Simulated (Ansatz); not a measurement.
Relaxed LiCl (rock salt):

```yaml
crystal:
  lattice:
    - [0.00000, 5.11228, 5.11228]
    - [2.55614, 0.00000, 2.55614]
    - [2.55614, 2.55614, 0.00000]
  atoms:
    - { symbol: Cl, position: [0.00000, 0.00000, 0.00000] }
    - { symbol: Cl, position: [0.50000, 0.00000, 0.00000] }
    - { symbol: Li, position: [0.25000, 0.50000, 0.50000] }
    - { symbol: Li, position: [0.75000, 0.50000, 0.50000] }
```

The atoms are displaced by Q × the pattern below (from a DFPT mode at L = (0.5, 0.0, 0.0), largest move 1; Q in Å), at fixed cell. It is one choice among 2 degenerate patterns. (q is in reciprocal vectors of the primitive cell; the cell shown is doubled to hold the pattern.)

```json
[
 {"atom": "Li3", "x": "-0.285", "y": "0.520", "z": "-0.805"},
 {"atom": "Li4", "x": "0.285", "y": "-0.520", "z": "0.805"}
]
```

Atoms not listed stay in place.

Computed with r2SCAN (plane waves to 500 eV, PAW, scalar-relativistic; Ansatz, a quantum-chemistry and plane-wave program). k mesh 11×11×11 (Γ-centred), Fermi-Dirac smearing 0.05 eV. The energy includes the smearing's −TS. Compression counts positive. LiCl was relaxed with its symmetry unable to fall. The zero of ΔE is the undisplaced structure.

```json
[
 {"Q (Å)": "-0.180", "ΔE (meV/cell)": "35.2", "P (GPa)": "0.39", "−dE/dQ from forces (eV/Å)": "0.399"},
 {"Q (Å)": "-0.150", "ΔE (meV/cell)": "24.3", "P (GPa)": "0.27", "−dE/dQ from forces (eV/Å)": "0.328"},
 {"Q (Å)": "-0.120", "ΔE (meV/cell)": "15.5", "P (GPa)": "0.18", "−dE/dQ from forces (eV/Å)": "0.260"},
 {"Q (Å)": "-0.090", "ΔE (meV/cell)": "8.7", "P (GPa)": "0.10", "−dE/dQ from forces (eV/Å)": "0.194"},
 {"Q (Å)": "-0.060", "ΔE (meV/cell)": "3.8", "P (GPa)": "0.05", "−dE/dQ from forces (eV/Å)": "0.128"},
 {"Q (Å)": "-0.030", "ΔE (meV/cell)": "1.0", "P (GPa)": "0.02", "−dE/dQ from forces (eV/Å)": "0.064"},
 {"Q (Å)": "0.000", "ΔE (meV/cell)": "0.0", "P (GPa)": "0.00", "−dE/dQ from forces (eV/Å)": "0.000"},
 {"Q (Å)": "0.030", "ΔE (meV/cell)": "1.0", "P (GPa)": "0.02", "−dE/dQ from forces (eV/Å)": "-0.064"},
 {"Q (Å)": "0.060", "ΔE (meV/cell)": "3.8", "P (GPa)": "0.05", "−dE/dQ from forces (eV/Å)": "-0.128"},
 {"Q (Å)": "0.090", "ΔE (meV/cell)": "8.7", "P (GPa)": "0.10", "−dE/dQ from forces (eV/Å)": "-0.194"},
 {"Q (Å)": "0.120", "ΔE (meV/cell)": "15.5", "P (GPa)": "0.18", "−dE/dQ from forces (eV/Å)": "-0.260"},
 {"Q (Å)": "0.150", "ΔE (meV/cell)": "24.3", "P (GPa)": "0.27", "−dE/dQ from forces (eV/Å)": "-0.328"},
 {"Q (Å)": "0.180", "ΔE (meV/cell)": "35.2", "P (GPa)": "0.39", "−dE/dQ from forces (eV/Å)": "-0.399"}
]
```

Derived quantities:

```
Property                                                                                                              Value
-----------------------------------------------------------  --------------------------------------------------------------
Energy at Q = 0.180 Å                                                                                         35.2 meV/cell
Space group of the distorted cell                                                           P-1 (No. 2), lowered from Fm-3m
Symmetry of the curve                                                                         even: the same for both signs
Shape of the curve                                           a single well with its minimum at or next to zero displacement
Harmonic wavenumber from the curvature (finite differences)                                                        204 cm⁻¹
Wavenumber by perturbation theory (DFPT, on another k mesh)                                                        204 cm⁻¹
```

The 13 points together took around 9 core-minutes (rough).

(A displaced cell: forces are minus the slopes of the energy, force constants its curvatures, and phonons follow from these.)
